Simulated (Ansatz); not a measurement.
C (graphite type, space group P6_3/mmc)

```
C
1.0
    2.46498     0.00000     0.00000
   -1.23249     2.13473     0.00000
    0.00000     0.00000     6.72886
C
4
Direct
  0.00000   0.00000   0.25000
  0.00000   0.00000   0.75000
  0.33333   0.66667   0.25000
  0.66667   0.33333   0.75000
```

Grid over V/V₀ and (c/a)/(c/a)₀, subscript 0 meaning the relaxed cell; the conventional c axis lies along z; no internal relaxation.

Calculation: PBE-D3(BJ) (plane waves to 420 eV, PAW, scalar-relativistic; Ansatz, a first-principles code). k mesh 15×15×5 (Γ-centred), Fermi-Dirac smearing 0.05 eV. Energies are smeared free energies. With partly filled bands, the response to shear is sensitive to the k mesh, so small differences along c/a are uncertain. C was relaxed with its symmetry unable to fall. The PAW data are Ansatz's earlier set. The zero of ΔE is the relaxed starting cell.

Q: Predict the ΔE (meV/atom) at all points of the grid V/V₀ = 0.920, 0.947, 0.973, 1.000, 1.027, 1.053, 1.080 by (c/a)/(c/a)₀ = 0.920, 0.947, 0.973, 1.000, 1.027, 1.053, 1.080.

A: ΔE (meV/atom), with V/V₀ across and (c/a)/(c/a)₀ down:

```
(c/a)/(c/a)₀ \ V/V₀  0.920  0.947  0.973  1.000  1.027  1.053  1.080
-------------------  -----  -----  -----  -----  -----  -----  -----
0.920                    9     13     30     57     93    137    188
0.947                   11      3      9     25     51     86    129
0.973                   29      8      1      6     22     48     81
1.000                   60     25      6      0      6     21     46
1.027                  104     56     24      6      1      6     21
1.053                  160     98     54     24      7      2      7
1.080                  226    152     95     52     24      9      4
```

(Under strain, the slope of the energy per volume gives the stress and its curvature an elastic modulus.)
